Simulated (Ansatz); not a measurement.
EuCuBi:
```yaml
crystal:
  lattice:
    - [4.60068, 0.00000, 0.00000]
    - [-2.30034, 3.98430, 0.00000]
    - [0.00000, 0.00000, 8.58672]
  atoms:
    - { symbol: Eu, position: [0.00000, 0.00000, 0.50000] }
    - { symbol: Eu, position: [0.00000, 0.00000, 0.00000] }
    - { symbol: Cu, position: [0.33333, 0.66667, 0.75000] }
    - { symbol: Cu, position: [0.66667, 0.33333, 0.25000] }
    - { symbol: Bi, position: [0.66667, 0.33333, 0.75000] }
    - { symbol: Bi, position: [0.33333, 0.66667, 0.25000] }
```
The run is spin-polarised; directions of the spins, atom by atom: ↑ ↑ 0 0 0 0.

Relaxed with r²SCAN.

Problem. Give the Bader charges and basin volumes of the independent atoms, r²SCAN in the plane-wave PAW code Ansatz.

Solution. 

```
atom  Bader charge (e)  Bader volume (Å³)
----  ----------------  -----------------
Eu1              +1.33               21.9
Cu3              -0.28               19.9
Bi5              -1.05               36.9
```

Space group P6_3/mmc. The workflow started from a Materials Project entry (that database holds measured and hypothetical structures alike); the Crystallography Open Database copy checked does not list it. With Cu and Bi taken as one species the cell has the higher symmetry P6/mmm, so it may be an ordered model of a mixed-site phase. Whether it is the stable phase at ambient conditions was not checked. The r²SCAN relaxation kept the symmetry of its start; its stability against distortions is not shown here. Magnetic state: ferromagnetic, chosen from 2 collinear starts compared on coarse meshes (ties went to the first, and starts can fall back to one state), not a proven ground state. The 4f shell is in the valence, and the state reached may lie above the lowest one. Other orbital occupations within this spin state were not tried. No Hubbard U is applied. Spin–orbit coupling is left out wherever it is not named.

Potentials: the later of the program's two PAW sets.
